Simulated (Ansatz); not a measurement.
## Rb2CdSe2O6 single point

The input, for Ansatz 0.2.0 (plane waves, PAW):

```yaml
crystal:
  lattice:
    - [5.746909, 0.033985, 0.005205]
    - [-2.844023, 4.955421, 0.004704]
    - [-2.85771, 1.650098, 6.593982]
  atoms:
    - { symbol: Cd, position: [0.00443, 0.008468, 0.004574] }
    - { symbol: Rb, position: [0.800785, 0.20084, 0.404838] }
    - { symbol: Rb, position: [0.197812, 0.80093, 0.587888] }
    - { symbol: Se, position: [0.62933, 0.372326, 0.886586] }
    - { symbol: Se, position: [0.369463, 0.623115, 0.120431] }
    - { symbol: O, position: [0.740522, 0.258578, 0.771388] }
    - { symbol: O, position: [0.741325, 0.718794, 0.767644] }
    - { symbol: O, position: [0.290154, 0.262384, 0.769892] }
    - { symbol: O, position: [0.255312, 0.748663, 0.233694] }
    - { symbol: O, position: [0.706761, 0.745857, 0.225894] }
    - { symbol: O, position: [0.257151, 0.28447, 0.229425] }
kpoints:
  mp_grid: { grid: [4, 4, 3], shift: [0.0, 0.0, 0.5] }
magnetization:
  spin_polarized: false
scf:
  occupations: { method: gaussian, width: 0.0138 }
  lower_state_search: "off"
  max_iter: 200
hamiltonian:
  pseudopotentials: { kind: paw }
  xc: revpbe
basis:
  ecutwfc: 420
  fft_grid_basis: typed
output:
  forces: true
  stress: true
  eigenvalues: true
  populations: true
  elf: true
  write_potential: true
  volumetric_format: npy
  dos:
    e_range: [-12, 8]
    de: 0.05
    projected: { site_lists: { Cd: [Cd], O: [O], Rb: [Rb], Se: [Se] } }
  write_density: true
checkpoint:
  read: saved_state
```

Command:

```sh
ansatz run input.yaml --threads 2 --pin off --max-ram 2560MiB --backend cpu --events-out ev --progress --plain --runs-dir out
```

The run starts from an earlier solution of this cell. 

Output (shortened):

```
SCF iter   1: F=—  Δρ=6.84e-4  dr2=5.82e-4
SCF iter   2: F=—  Δρ=3.74e-4  dr2=1.52e-4
SCF iter   3: F=—  Δρ=1.89e-4  dr2=5.59e-5
SCF iter   4: F=—  Δρ=4.87e-5  dr2=3.98e-6
SCF iter   5: F=—  Δρ=3.40e-5  dr2=1.86e-6
SCF iter   6: F=—  Δρ=8.33e-6  dr2=1.01e-7
SCF iter   7: F=-29162.4178 eV  Δρ=5.23e-6  dr2=4.27e-8
Free energy (F): -29162.4178 eV
Harris-Foulkes:  -29162.4178 eV  (|F-HF|=5.01e-9)
Internal energy: -29162.4178 eV  (E = F + TS)
E sigma→0 (E₀):  -29162.4178 eV
Fermi energy:    7.8710 eV
--- Forces (eV/Å), atoms counted from 1 ---
  atom   1  Cd     0.1188    -0.4064    -0.4757
  atom   2  Rb     0.0152    -0.0354     0.1452
  atom   3  Rb    -0.0503     0.0418     0.1881
  atom   4  Se    -0.3938     0.8593     0.1469
  atom   5  Se    -1.2672     1.1608    -1.5874
  atom   6  O      1.3599    -0.7468    -0.3531
  atom   7  O      0.0342     0.6333     0.2458
  atom   8  O     -1.0481    -0.6072    -0.1082
  atom   9  O     -0.1585    -0.0877    -0.0055
  atom  10  O      1.4141     0.7055     0.7800
  atom  11  O     -0.0244    -1.5173     1.0239
--- Stress (GPa, compression-positive) ---
        8.4012       0.3590       0.4874
        0.3590       8.4426      -0.1001
        0.4874      -0.1001       4.8372
  P = ⅓ Tr σ = 7.2270 GPa (72.270 kbar)
```

Origin: a strained cell with displaced atoms, so it need not be a known compound. Caveats: atoms or cell far from equilibrium; forces of this functional can be a tenth off on these datasets.
